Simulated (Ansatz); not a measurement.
**Fermi surface of Na (I4/mmm)**

```
Na
1.0
    -1.86542    1.86542    2.61151
     1.86542   -1.86542    2.61151
     1.86542    1.86542   -2.61151
Na
1
Direct
  0.00000 0.00000 0.00000
```

Unless marked otherwise, the numbers come from PBEsol, all-electron LAPW in Ansatz 0.2.0, scalar-relativistic. k mesh 14×14×14, fine mesh 20×20×20, Fermi-Dirac smearing of 0.100 eV, basis error target 1 meV/atom. The cell was relaxed by PAW under this functional. The structure is one entry of a database and needn't be the stable phase.

Levels and slopes are solved on a 20×20×20 mesh, and each state is taken as quadratic over its cell.

What is the density of states at the Fermi level, and which bare Sommerfeld coefficient follows?

N(E_F) = 0.47 states/eV/atom (both spins), so γ = (π²/3) k_B² N(E_F) = 1.11 mJ/(mol-atom K²) without electron-phonon or spin-fluctuation enhancement.

What Drude plasma energy and σ/τ do the band velocities give?

(ħω_p,α)² = (e²/ε₀VN_k) Σ_nkσ (∂E/∂k_α)² δ(E − E_F) gives ħω_p = (6.12, 6.12, 6.10) eV along x, y, z, and σ/τ = ε₀ω_p² = 7.66×10²⁰ Ω⁻¹m⁻¹s⁻¹ along x. Weighted by the density of states, the mean Fermi speed is 1.05×10⁶ m/s; the surface has an area of 11.1 Å⁻² for each spin direction.

Which bands cross the Fermi level, and what do they carry?

| band | filled part | N (states/eV/cell) | speed (10⁶ m/s) | 5th to 95th percentile | area (Å⁻²) | filling |
| --- | --- | --- | --- | --- | --- | --- |
| 1 | 0.50 | 0.47 | 1.05 | 1.01 to 1.13 | 11.1 | partly filled |

Map the plane k₃ = 0 of the mesh: how many bands lie under the Fermi level at each point, counted from the least on the plane?

k₁ runs to the right and k₂ upwards, each from −½ to ½ with 0 in the middle (the axes needn't be at right angles):
```
00001111111000000000
00011111111110000000
00111111111111000000
01111111111111110000
01111111111111111000
01111111111111111000
01111111111111111100
01111111111111111110
01111111111111111110
01111111111111111111
00111111111111111111
00111111111111111111
00011111111111111111
00001111111111111111
00001111111111111111
00000111111111111111
00000001111111111110
00000000111111111100
00000000001111111000
00000000000000000000
```

On PAW files the program sums the optical response inside the mesh cells, interband lines and its own Drude term. Where does ε₁ rise through zero (a sharp plasmon if ε₂ is small there), and how much light is reflected?

* Fine mesh: 20, 20, 20
* Window top: 20 eV
* Line width: 0.25 eV
* Drude damping: 0.03 eV
* ε₁ rises through zero at x: 5.85 eV
* ε₂ there x: 0.02
* ε₁ rises through zero at z: 5.86 eV
* ε₂ there z: 0.02
* Plasma energy (x, y, z): 6.028, 6.028, 6.028 eV
* Reflectivity at 1 eV, x-polarised: 0.9893
* Reflectivity at 2 eV, x-polarised: 0.9815
* Reflectivity at 3 eV, x-polarised: 0.9703

The plasma energy here is the program's own sum at the run's smearing; it differs from the value above by up to 2 %, through mesh and smearing.

What does PAW give for the same cell?

N(E_F) = 0.47 states/eV/atom and ħω_p,x = 6.12 eV.

Limits of these numbers: these sums move with the mesh, by several per cent and more for small sheets; frozen-core PAW files fitted under PBE, their cores solved anew for the functional of the run.
